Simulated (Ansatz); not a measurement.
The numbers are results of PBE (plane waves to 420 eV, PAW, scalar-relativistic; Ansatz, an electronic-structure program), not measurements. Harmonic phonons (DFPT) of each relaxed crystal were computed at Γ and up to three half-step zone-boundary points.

Q: Exactly one of them has no imaginary mode there. Which?
(A) CsPbCl$_{3}$ (cubic perovskite), a = b = c = 5.736 Å, α = β = γ = 90.00°
(B) HfO$_{2}$ (tetragonal-ZrO2 type, space group P4_2/nmc), a = b = 3.604 Å, c = 5.264 Å, α = β = γ = 90.00°
(C) GaN (wurtzite), a = b = 3.218 Å, c = 5.243 Å, α = β = 90.00°, γ = 120.00°

A: C, GaN (wurtzite), a = b = 3.218 Å, c = 5.243 Å, α = β = 90.00°, γ = 120.00°. Lowest modes: GaN 104 cm⁻¹ at A = (0.0, 0.0, 0.5); CsPbCl3 44i cm⁻¹ at R = (0.5, 0.5, 0.5); HfO2 21i cm⁻¹ at Z = (0.0, 0.0, 0.5)

All were relaxed with their symmetry unable to fall. HfO2 is run without spin polarisation. Spin-orbit coupling is left out. This is a high-temperature form of CsPbCl3. This is a high-temperature form of HfO2.
